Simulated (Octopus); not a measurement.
ZnS (F-43m, No. 216): conduction levels under hydrostatic strain

ZnS (F-43m, No. 216), cubic lattice constant 5.387 Å. The cell is a database entry, not relaxed again.

Method: LDA in Octopus 16.4; grid spacing about 0.16 Å, Γ-centred 6×6×6 k-mesh, Fermi-Dirac smearing of 0.01 eV, no spin polarisation; PseudoDojo 0.4 LDA potentials. The cell is scaled uniformly. Energies of the lowest empty band count from each cell's highest valence level among the special points, at Γ; they are Kohn-Sham values at fixed points of the zone.

| a (Å) | ln(V/V₀) | Γ (eV) | X (eV) | L (eV) |
|---|---|---|---|---|
| 5.145 | -0.1381 | 2.540 | 2.836 | 3.372 |
| 5.199 | -0.1069 | ? | ? | ? |
| 5.253 | -0.0760 | 2.255 | 2.994 | 3.267 |
| 5.307 | -0.0453 | 2.117 | 3.067 | 3.211 |
| 5.360 | -0.0150 | 1.982 | 3.136 | 3.154 |
| 5.387 | 0.0000 | 1.917 | 3.169 | 3.125 |
| 5.441 | 0.0299 | 1.788 | 3.232 | 3.066 |

V₀ is the volume of the database cell.

### Question
Fit each column by a quadratic in ln V through the rows shown. Give the volume deformation potentials dE/d ln V at the withheld row, and predict that row.

### Answer
Fits: Γ: 1.917 −4.36 x +1.1 x²; X: 3.169 +2.16 x −1.8 x²; L: 3.125 −1.95 x −1.2 x², with x = ln(V/V₀). At x = -0.1069 the slopes are −4.6 eV (Γ), +2.6 eV (X), −1.7 eV (L). Predicted against computed: 2.395 against 2.395 eV, 2.917 against 2.917 eV, 3.320 against 3.320 eV.

The lowest of these levels is that at Γ in all rows.
